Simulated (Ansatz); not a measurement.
ZnO (wurtzite), relaxed with HSE06 (Ansatz, a program for electronic structure, plane waves, PAW): a = b = 3.250 Å, c = 5.222 Å, α = β = 90.00°, γ = 120.00°.

* **gap (eV)**: 2.51
* **B₀ by P(V) fit (GPa)**: 145

Question: The same phase is relaxed and computed with PBE in the same code. What are the cell and these values now?

Answer: a = b = 3.2794 Å, c = 5.2937 Å, α = β = 90.00°, γ = 120.00°.

- gap (eV) = 0.74
- B₀ by P(V) fit (GPa) = 129

All cells were relaxed under the symmetry of their starts (and spin orders); stability against distortions was not tested throughout.

Potentials: the later of the program's two PAW sets.

Ansatz is a plane-wave DFT program.
